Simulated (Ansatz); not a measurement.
Level of theory: Ansatz 0.2.0, DFT PBE, scalar-relativistic, plane waves, PAW. Settings: cutoff 420 eV, Γ-centred meshes spaced at most about 0.3 Å⁻¹, and about 0.25 Å⁻¹ or finer for metals (2π included), Gaussian smearing. No spin polarisation in the final relaxations.

These are static total energies at zero pressure.

Compare these two cells of B₃F₂, each relaxed at this level.

1.

```
B F
1.0
     2.90291    0.00000    0.00000
     0.00000    2.90291    0.00000
     0.00000    0.00000    6.42725
B F
3 2
Direct
  0.50000 0.00000 0.00197
  0.00000 0.50000 0.00197
  0.00000 0.00000 0.13537
  0.00000 0.00000 0.34848
  0.50000 0.50000 0.78220
```

2.

```
B F
1.0
     3.52387    0.00000    0.00000
     0.00000    6.45705    0.00000
    -1.63733    0.00000    3.70615
B F
6 4
Direct
  0.03344 0.50000 0.20057
  0.17059 0.00000 0.23647
  0.65220 0.33391 0.20755
  0.65220 0.66609 0.20755
  0.28806 0.25347 0.39473
  0.28806 0.74653 0.39473
  0.97857 0.50000 0.83299
  0.98891 0.00000 0.87299
  0.47048 0.74864 0.82271
  0.47048 0.25136 0.82271
```

Problem. Which is lower in energy, and by how much?

Solution. Cell 2 is lower, by 286 meV/atom. Cell 1 has space group P4mm (No. 99), 10.8 Å³/atom and no gap on its mesh; cell 2 has space group Pm (No. 6), 8.4 Å³/atom and a gap of 1.46 eV. Counting F atoms around B (those within 1.25 times the shortest such distance or 1.15 times the sum of covalent radii; the shortest distance is added where it is long for a bond; a slash parts the counts of unlike sites), cell 1 has B 1/2 from 2.0 Å and cell 2 has B 1. Cell 1 and cell 2 both hold B–B nets. Both come from invented guesses.

No dispersion correction is applied, so the spacing and binding between layers, chains or molecules are poorly described (P4mm), and this can change margins and order among such cells. Kohn–Sham gaps at this level usually fall short of measured ones. In P4mm an odd number of electrons in the primitive cell allows no gap without spin; a larger cell or a magnetic state could open one. Cells relaxed within their symmetry can be saddle points.
